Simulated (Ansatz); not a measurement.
Input, command and steps of an Ansatz relaxation.

```yaml
crystal:
  lattice:
    - [3.1139327533, 0.0, 0.0]
    - [0.0, 4.5910425414, 0.0]
    - [-1.0684463476, 0.0, 2.5963913401]
  atoms:
    - { symbol: B, position: [0.25, 0.5040548479, 0.2459451521] }
    - { symbol: B, position: [0.25, 0.4959451521, 0.7459451521] }
    - { symbol: F, position: [0.125, 0.1329283541, 0.6610973806] }
    - { symbol: F, position: [0.125, 0.8670716459, 0.1610973806] }
basis:
  ecutwfc: 420
kpoints:
  mp_grid: { grid: [6, 4, 6] }
hamiltonian:
  xc: pbe
scf:
  occupations: { method: gaussian, width: 0.1 }
  lower_state_search: "off"
output:
  forces: true
  stress: true
  eigenvalues: true
relax:
  adjacent_minimum: "off"
  f_tol: 0.04
  max_steps: 70
  cell: { stress_tol: 0.4 }
```

```bash
ansatz run input.yaml --threads 1 --pin off --max-ram 2560MiB --backend cpu --events-out ev --progress --plain --runs-dir out
```

Level of theory: DFT PBE, scalar-relativistic, plane waves, PAW in Ansatz.

Of 31 frames 10 are shown, positions in Å and forces in eV/Å; the SCF threshold varies from step to step. Steps run on the plane waves of an earlier cell, with a Pulay correction in the pressure. The basis is chosen afresh for the last frame, the zero of the energies, and at times for earlier ones too; energy and pressure step there, also at an unchanged geometry. Here that happened at steps 16 (-52 meV/atom, 5.9 GPa), 21 (-11 meV/atom, 0.6 GPa), 26 (-3 meV/atom, 0.1 GPa); the frames before carry an error of that size. The mark taken_back stands on steps that the optimiser undid.

```xyz
4
Lattice="3.1139 0.0000 0.0000 0.0000 4.5910 0.0000 -1.0684 0.0000 2.5964" Properties=species:S:1:pos:R:3:forces:R:3 pbc="T T T" step=1 free_energy_over_end_meV_per_atom=1984.26 pressure_GPa=49.86
B     0.5157    2.3141    0.6386    0.1613    4.6524    0.0903
B    -0.0185    2.2769    1.9368    0.1613   -4.6524    0.0903
F    -0.3171    0.6103    1.7165   -0.1612    5.6848   -0.0902
F     0.2171    3.9808    0.4183   -0.1612   -5.6848   -0.0902
4
Lattice="3.2959 0.0000 -0.0592 0.0000 4.7637 0.0000 -1.1802 0.0000 2.8832" Properties=species:S:1:pos:R:3:forces:R:3 pbc="T T T" step=4 free_energy_over_end_meV_per_atom=526.43 pressure_GPa=8.69
B     0.5767    2.5930    0.7059    0.1897    4.7512   -0.1479
B    -0.0135    2.1707    2.1475    0.1897   -4.7512   -0.1479
F    -0.4112    0.8470    1.8871   -0.1895    1.4833    0.1480
F     0.1789    3.9167    0.4455   -0.1895   -1.4833    0.1480
4
Lattice="3.2205 0.0000 -0.1153 0.0000 5.1568 0.0000 -1.2011 0.0000 2.9191" Properties=species:S:1:pos:R:3:forces:R:3 pbc="T T T" step=8 free_energy_over_end_meV_per_atom=261.05 pressure_GPa=-2.38
B     0.5699    2.9789    0.6765   -0.1822   -0.4344   -0.1502
B    -0.0307    2.1780    2.1360   -0.1822    0.4344   -0.1502
F    -0.4517    0.9514    1.9280    0.1822   -0.6313    0.1502
F     0.1489    4.2055    0.4685    0.1822    0.6313    0.1502
4
Lattice="2.8926 0.0000 -0.1956 0.0000 5.5025 0.0000 -1.1556 0.0000 2.7215" Properties=species:S:1:pos:R:3:forces:R:3 pbc="T T T" step=11 free_energy_over_end_meV_per_atom=117.43 pressure_GPa=-2.51
B     0.3615    3.2174    0.5391   -0.1933   -0.3462   -0.0718
B    -0.2163    2.2851    1.8998   -0.1933    0.3462   -0.0718
F    -0.3249    0.9770    1.8561    0.1932    0.1109    0.0718
F     0.2529    4.5255    0.4954    0.1932   -0.1109    0.0718
4
Lattice="2.7469 0.0000 -0.3513 0.0000 5.5032 0.0000 -1.2354 0.0000 2.7003" Properties=species:S:1:pos:R:3:forces:R:3 pbc="T T T" step=14 free_energy_over_end_meV_per_atom=95.41 pressure_GPa=0.55
B     0.2637    3.2045    0.4843    0.0002   -0.0038   -0.0033
B    -0.3540    2.2988    1.8344    0.0002    0.0038   -0.0033
F    -0.3541    0.9865    1.8333   -0.0002   -0.0037    0.0033
F     0.2636    4.5167    0.4831   -0.0002    0.0037    0.0033
4
Lattice="2.7661 0.0000 -0.3736 0.0000 5.9025 0.0000 -1.2606 0.0000 2.6985" Properties=species:S:1:pos:R:3:forces:R:3 pbc="T T T" step=18 free_energy_over_end_meV_per_atom=15.02 pressure_GPa=1.48
B     0.2675    3.4200    0.4820   -0.0256   -0.1335   -0.0139
B    -0.3628    2.4825    1.8312   -0.0256    0.1335   -0.0139
F    -0.3737    1.1667    1.8255    0.0256   -0.0148    0.0139
F     0.2566    4.7358    0.4763    0.0256    0.0148    0.0139
4
Lattice="2.7787 0.0000 -0.3566 0.0000 6.0530 0.0000 -1.2507 0.0000 2.7141" Properties=species:S:1:pos:R:3:forces:R:3 pbc="T T T" step=21 free_energy_over_end_meV_per_atom=4.83 pressure_GPa=0.74
B     0.2655    3.4919    0.4850    0.0044    0.0096    0.0028
B    -0.3599    2.5611    1.8420    0.0044   -0.0096    0.0028
F    -0.3580    1.2433    1.8431   -0.0044   -0.0003   -0.0028
F     0.2674    4.8098    0.4861   -0.0044    0.0003   -0.0028
4
Lattice="2.7743 0.0000 -0.3570 0.0000 6.3554 0.0000 -1.2496 0.0000 2.7039" Properties=species:S:1:pos:R:3:forces:R:3 pbc="T T T" step=24 free_energy_over_end_meV_per_atom=3.51 pressure_GPa=-0.13 taken_back
B     0.2659    3.6443    0.4834   -0.0003    0.1868   -0.0002
B    -0.3589    2.7111    1.8354   -0.0003   -0.1868   -0.0002
F    -0.3590    1.3888    1.8353    0.0003    0.1358    0.0001
F     0.2658    4.9666    0.4833    0.0003   -0.1358    0.0001
4
Lattice="2.7787 0.0000 -0.3583 0.0000 6.5160 0.0000 -1.2522 0.0000 2.7082" Properties=species:S:1:pos:R:3:forces:R:3 pbc="T T T" step=28 free_energy_over_end_meV_per_atom=1.35 pressure_GPa=0.09
B     0.2660    3.7264    0.4839    0.0005   -0.0130    0.0002
B    -0.3600    2.7896    1.8380    0.0005    0.0130    0.0002
F    -0.3598    1.4708    1.8381   -0.0005   -0.0209   -0.0002
F     0.2663    5.0452    0.4840   -0.0005    0.0209   -0.0002
4
Lattice="2.7788 0.0000 -0.3579 0.0000 6.5875 0.0000 -1.2518 0.0000 2.7068" Properties=species:S:1:pos:R:3:forces:R:3 pbc="T T T" step=31 free_energy_over_end_meV_per_atom=0.00 pressure_GPa=0.07
B     0.2660    3.7625    0.4837    0.0011   -0.0082    0.0005
B    -0.3599    2.8250    1.8371    0.0011    0.0082    0.0005
F    -0.3595    1.5060    1.8373   -0.0011   -0.0117   -0.0005
F     0.2665    5.0815    0.4839   -0.0011    0.0117   -0.0005
```

The start is a random arrangement. At the end the space group is Cmme (tolerance 0.05 Å).

Time: 2.3 min on 1 thread of Arm Neoverse V1, on a shared host, peak memory 0.33 GiB.

The k mesh is coarse. The cell holds layers, and where no dispersion correction was added their binding is poorly described. Spin polarisation was left out, and a magnetic state may lie lower.